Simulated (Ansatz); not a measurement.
A plane-wave DFT run in Ansatz 0.2.0 (scalar-relativistic PAW potentials unless the input names others): input and command.

```yaml
crystal:
  lattice:
    - [5.6486353794, 0.0, 0.0]
    - [-2.8243176897, 4.8918617353, 0.0]
    - [0.0, 0.0, 2.7846831832]
  atoms:
    - { symbol: S, position: [0.5, 0.0, 0.5] }
    - { symbol: S, position: [0.5, 0.5, 0.5] }
    - { symbol: S, position: [0.0, 0.5, 0.5] }
    - { symbol: "N", position: [0.3333333333, 0.6666666667, 0.0] }
    - { symbol: "N", position: [0.6666666667, 0.3333333333, 0.0] }
    - { symbol: O, position: [0.0, 0.0, 0.0], spin: 1.69 }
basis:
  ecutwfc: 420
kpoints:
  mp_grid: { grid: [12, 12, 14] }
hamiltonian:
  xc: pbe
scf:
  occupations: { method: gaussian, width: 0.1 }
  max_iter: 80
output:
  forces: true
  eigenvalues: true
  stresss: true
magnetization:
  spin_polarized: true
```

```bash
ansatz run input.yaml --threads 1 --pin off --max-ram 2560MiB --backend cpu --events-out ev --progress --plain --runs-dir out
```

Q: What is wrong with this input?

A: The program refuses it, because of a misspelt key (the key output.stress typed as stresss). With the key spelt rightly it is accepted.

Abridged log:
```
Error: YAML parse error: error: line 25 column 3: unknown field `stresss`, expected one of write_density, write_potential, write_potential_components, volumetric_format, write_bands, fatbands, populations, hubbard, elf, band_densities, bader, dos, optics, efg, charged_corrections, wannier, polarization, topological_invariants, transmission, current_voltage, crpa, pair_interaction, rpa_energy, embedding, core_levels, xc_energy_on_converged_density, boltztrap, local_orbitals, orbitals, eigenstates, states_by_energy, atomic_orbital_hamiltonian, active_space, given_orbital_levels, support_matrices ...
  --> <input>:25:3
   |
23 |   forces: true
24 |   eigenvalues: true
25 |   stresss: true
   |   ^ unknown field `stresss`, expected one of write_density, write_potential, write_potential_components, volumetric_format, write_bands, fatbands, populations, hubbard, elf, band_densities, bader, dos, optics, efg, charged_corrections, wannier, polarization, topological_invariants, transmission, current_voltage, crpa, pair_interaction, rpa_energy, embedding, core_levels, xc_energy_on_converged_density, boltztrap, local_orbitals, orbitals, eigenstates, states_by_energy, atomic_orbital_hamiltonian, active_space, given_orbital_levels, support_matrices, forces, stress, cutoff_correction, eige ...
26 | magnetization:
27 |   spin_polarized: true
   |
```